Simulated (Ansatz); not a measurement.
**Band table of B2W**

```
CELL_PARAMETERS angstrom
3.01195 0.00000 0.00000
-1.50598 2.60843 0.00000
0.00000 0.00000 3.31268
ATOMIC_POSITIONS crystal
B 0.33333 0.66667 0.50000
B 0.66667 0.33333 0.50000
W 0.00000 0.00000 0.00000
```

The cell comes from a relaxation on PAW files under the same functional, begun from a database entry that needn't be the ground state.

Computed with Ansatz 0.2.0; functional PBEsol, scalar-relativistic. Settings: a Γ-centred 14×14×12 k mesh, Fermi–Dirac smearing of 0.05 eV, no spin polarisation. Methods: LAPW: all electrons, basis error target 0.5 meV/atom.

Spin–orbit coupling is left out, which matters for the heavy atoms. The relaxed volume lies +8 % from the database entry's, so this cell isn't the real material's; missing dispersion or a faulty entry can cause that.

Path points, in fractions of the reciprocal vectors: Γ (0.000, 0.000, 0.000), M (0.500, 0.000, 0.000), K (0.333, 0.333, 0.000), A (0.000, 0.000, 0.500), L (0.500, 0.000, 0.500), H (0.333, 0.333, 0.500). Levels in eV from the Fermi level; bands 22 to 31, counted from the lowest band of the run. The gap is zero, the pressure -0.03 GPa.

```
# k(1/Å) point b22 b23 b24 b25 b26 b27 b28 b29 b30 b31
0.000 Γ -15.96 -5.76 -5.04 -5.04 -4.33 0.45 0.45 2.47 2.47 4.13
0.172 - -15.84 -5.66 -5.31 -5.00 -4.51 0.39 0.72 1.82 1.99 4.49
0.344 - -15.50 -6.02 -5.39 -4.94 -4.90 0.23 0.79 1.35 1.39 4.86
0.516 - -14.97 -6.95 -5.43 -5.11 -4.80 0.00 0.08 1.11 1.90 5.03
0.688 - -14.26 -7.99 -5.87 -5.06 -4.77 -0.24 0.07 1.19 1.95 5.09
0.860 - -13.43 -9.05 -6.20 -5.27 -4.80 -0.44 0.83 1.54 1.62 5.12
1.032 - -12.54 -10.09 -6.40 -5.51 -4.85 -0.57 1.31 1.94 2.03 5.13
1.204 M -11.93 -10.74 -6.47 -5.61 -4.87 -0.62 1.19 2.11 2.79 5.14
1.304 - -11.89 -10.72 -6.44 -5.95 -4.55 -1.03 1.66 1.91 2.73 5.40
1.403 - -11.76 -10.68 -6.54 -6.34 -4.01 -1.78 1.45 2.53 2.60 6.05
1.502 - -11.54 -10.61 -7.19 -6.18 -3.42 -2.55 0.91 2.21 3.66 6.89
1.602 - -11.25 -10.51 -7.88 -5.96 -3.26 -2.77 0.38 1.80 4.76 7.84
1.701 - -10.89 -10.38 -8.59 -5.67 -3.90 -2.07 -0.09 1.32 5.84 8.11
1.800 - -10.47 -10.23 -9.30 -5.33 -4.46 -1.35 -0.49 0.84 6.79 7.77
1.900 K -10.04 -10.04 -9.98 -4.93 -4.93 -0.81 -0.81 0.56 7.41 7.41
2.098 - -11.37 -9.55 -8.94 -5.60 -3.98 -1.39 -1.18 1.67 6.69 7.07
2.297 - -12.63 -8.92 -7.77 -5.92 -2.87 -2.49 -1.20 2.69 5.73 6.06
2.496 - -13.73 -8.13 -6.62 -5.90 -3.50 -1.71 -0.87 2.13 4.29 5.68
2.694 - -14.65 -7.21 -5.69 -5.59 -4.34 -0.68 -0.23 1.20 2.92 5.55
2.893 - -15.36 -6.23 -5.37 -5.09 -4.85 0.03 0.66 1.09 1.72 5.15
3.092 - -15.80 -5.63 -5.39 -4.99 -4.57 0.36 0.82 1.72 1.81 4.60
3.290 Γ -15.96 -5.76 -5.04 -5.04 -4.33 0.45 0.45 2.47 2.47 4.13
3.426 - -15.87 -6.16 -4.98 -4.98 -3.99 0.16 0.16 2.29 2.29 4.56
3.561 - -15.62 -6.96 -4.80 -4.80 -3.36 -0.47 -0.47 1.79 1.79 4.79
3.697 - -15.22 -7.87 -4.51 -4.51 -2.68 -1.12 -1.12 1.07 1.07 4.70
3.832 - -14.69 -8.81 -4.10 -4.10 -1.99 -1.68 -1.68 0.24 0.24 4.60
3.968 - -14.09 -9.72 -3.58 -3.58 -2.10 -2.10 -1.36 -0.62 -0.62 4.51
4.103 - -13.50 -10.49 -2.96 -2.96 -2.36 -2.36 -1.46 -1.46 -0.88 4.45
4.239 A -13.22 -10.84 -2.45 -2.45 -2.26 -2.26 -2.24 -2.24 -0.69 4.43
4.411 - -13.19 -10.67 -3.65 -3.55 -2.55 -2.08 -1.17 -1.05 -0.62 4.87
4.583 - -13.11 -10.18 -4.97 -4.58 -3.26 -1.63 -0.41 -0.16 0.32 5.90
4.755 - -12.97 -9.43 -6.23 -5.45 -4.03 -0.91 -0.08 0.70 1.68 6.95
4.927 - -12.78 -8.56 -7.36 -6.13 -4.64 0.03 0.30 1.47 2.91 7.15
5.099 - -12.55 -8.30 -7.78 -6.63 -4.90 0.67 1.09 2.23 3.87 6.12
5.271 - -12.34 -8.96 -7.37 -6.93 -4.76 0.91 2.03 2.97 4.46 5.17
5.443 L -12.24 -9.20 -7.28 -7.03 -4.61 0.97 2.45 3.45 4.61 4.66
5.543 - -12.22 -9.25 -7.22 -7.05 -4.64 0.99 2.50 3.50 4.61 4.77
5.642 - -12.14 -9.40 -7.10 -7.04 -4.74 1.02 2.66 3.61 4.61 4.90
5.741 - -12.01 -9.64 -7.16 -6.76 -4.88 1.07 2.92 3.73 4.55 4.59
5.841 - -11.84 -9.94 -7.22 -6.41 -5.05 1.14 3.26 3.86 4.10 4.57
5.940 - -11.61 -10.28 -7.28 -6.03 -5.22 1.20 3.63 3.67 3.99 4.52
6.039 - -11.33 -10.64 -7.31 -5.71 -5.38 1.25 3.25 4.13 4.14 4.44
6.139 H -11.00 -11.00 -7.33 -5.51 -5.51 1.27 3.10 4.30 4.30 4.63
6.337 - -11.66 -10.20 -7.26 -5.72 -5.63 1.16 3.54 3.79 3.84 4.59
6.536 - -12.19 -9.21 -7.03 -6.63 -5.50 0.81 2.36 3.14 4.46 5.59
6.735 - -12.60 -8.06 -7.82 -6.59 -5.08 0.25 1.13 2.28 3.50 7.47
6.933 - -12.88 -8.99 -6.75 -5.89 -4.40 -0.57 0.21 1.31 2.13 7.31
7.132 - -13.07 -9.97 -5.32 -4.94 -3.52 -1.44 -0.31 0.24 0.65 6.25
7.331 - -13.18 -10.61 -3.83 -3.74 -2.64 -2.03 -0.98 -0.86 -0.60 5.00
7.529 A -13.22 -10.84 -2.45 -2.45 -2.26 -2.26 -2.24 -2.24 -0.69 4.43
```
